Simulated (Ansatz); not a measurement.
CoMo:
```
CoMo
1.0
    2.64212     0.00000     0.00000
    0.00000     2.64212     0.00000
    0.00000     0.00000     3.70643
Co Mo
1 1
Direct
  0.00000   0.00000   0.00000
  0.50000   0.50000   0.50000
```

Relaxed with PBE. Special points in fractions of this cell's reciprocal vectors: Γ (0.000, 0.000, 0.000); X (0.000, 0.500, 0.000); M (0.500, 0.500, 0.000); Z (0.000, 0.000, 0.500); R (0.000, 0.500, 0.500); A (0.500, 0.500, 0.500).

**Question.** List the band energies nearest the Fermi level at these points for plane-wave PAW PBE (Ansatz code).

**Answer.** In eV from the Fermi level; about four levels below and three above (degenerate sets whole), none deeper than 8.9 eV; points with the same levels are listed once.

```
k                    below                above
-  -----------------------  -------------------
Γ  -1.56 -1.56 -1.40 -0.35       0.23 3.05 3.05
X  -2.09 -2.07 -1.02 -0.75       0.61 1.71 2.40
M  -5.90 -4.21 -4.21 -4.17  0.29 0.57 2.09 2.09
Z  -1.30 -0.88 -0.88 -0.27       0.19 1.44 1.44
R  -1.69 -1.68 -1.59 -1.34       0.37 0.50 1.41
A  -2.79 -2.03 -2.03 -0.92       0.29 2.11 5.82
```

Space group P4/mmm (L1₀ or tetragonal B2). The start of the workflow was typed in or built on a structure type; neither database checked (COD, Materials Project) lists it. Its standing as an ambient phase is unchecked. The cell was relaxed with PBE under the symmetry of its start; its stability against distortions is not shown here. The workflow began spin-polarised and lost its moments. Spin–orbit coupling is left out wherever it is not named.

Potentials: the later of the program's two PAW sets.
